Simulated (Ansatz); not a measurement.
Cu$_{3}$Pd:
```yaml
crystal:
  lattice:
    - [3.67309, 0.00000, 0.00000]
    - [0.00000, 3.67309, 0.00000]
    - [0.00000, 0.00000, 3.67309]
  atoms:
    - { symbol: Cu, position: [0.00000, 0.50000, 0.50000] }
    - { symbol: Cu, position: [0.50000, 0.00000, 0.50000] }
    - { symbol: Cu, position: [0.50000, 0.50000, 0.00000] }
    - { symbol: Pd, position: [0.00000, 0.00000, 0.00000] }
```

Relaxed with r²SCAN. Special points in fractions of this cell's reciprocal vectors: Γ (0.000, 0.000, 0.000); X (0.000, 0.500, 0.000); M (0.500, 0.500, 0.000); R (0.500, 0.500, 0.500).

Question: List the band energies nearest the Fermi level at these points for r²SCAN in the plane-wave PAW code Ansatz.

Answer: In eV from the Fermi level; about four levels below and three above (degenerate sets whole), none deeper than 8.9 eV; … stands for higher levels left out; points with the same levels are listed once.

| k | below | above |
|---|---|---|
| Γ | -0.94 -0.94 -0.47 -0.47 -0.47 | 2.22 2.22 2.22 |
| X | -1.63 -1.31 -1.26 -0.49 | 7.37 7.37 7.54 7.54 |
| M | -1.95 -1.95 -1.70 -1.70 | 0.06 0.06 1.18 |
| R | -0.83 -0.83 -0.10 -0.10 -0.10 | … |

Space group Pm-3m (Cu3Au type). The workflow started from an entry of the Crystallography Open Database (COD), which files this formula under 3 space groups. Its standing as an ambient phase is unchecked. The cell was relaxed with r²SCAN under the symmetry of its start; of distortions, only those at the zone centre were tested. The run is not spin-polarised. Spin–orbit coupling is left out wherever it is not named.

Potentials: the later of the program's two PAW sets.
